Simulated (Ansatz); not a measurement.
MgTiNO:
Space group P4/nmm, origin choice 1 (No. 129); a = b = 2.963 Å, c = 8.638 Å, α = β = γ = 90.00°

| atom | site | symmetry | x | y | z |
|---|---|---|---|---|---|
| Ti | 2c | 4mm | 0.0000 | 0.5000 | 0.1158 |
| N | 2c | 4mm | 0.5000 | 0.0000 | 0.1274 |
| Mg | 2c | 4mm | 0.5000 | 0.0000 | 0.3774 |
| O | 2c | 4mm | 0.0000 | 0.5000 | 0.3781 |

Relaxed at zero pressure with the program Ansatz at the r²SCAN level (PAW).

**Question.** The volume is raised by 9 % and shape and atoms relax at that volume. What pressure results, and how do the axes share the change?

**Answer.** -14.8 GPa; a 2.2 %, b 2.2 %, c 4.4 %; the energy rises by 43 meV/atom.

**Question.** Give the new structure.

**Answer.** 
Space group P4/nmm, origin choice 1 (No. 129); a = b = 3.028 Å, c = 9.016 Å, α = β = γ = 90.00°

```tsv
atom	site	symmetry	x	y	z
Ti	2c	4mm	0.0000	0.5000	0.1119
N	2c	4mm	0.5000	0.0000	0.1233
Mg	2c	4mm	0.5000	0.0000	0.3760
O	2c	4mm	0.0000	0.5000	0.3767
```

The phase is kept; no other phase was compared at this pressure.

The start of the workflow was typed in or built on a structure type; neither database checked (COD, Materials Project) lists it. Its standing as an ambient phase is unchecked. Symmetry was held in the r²SCAN relaxation; its stability against distortions is not shown here. The workflow began spin-polarised and lost its moments.

Potentials: the earlier of the program's two PAW sets.
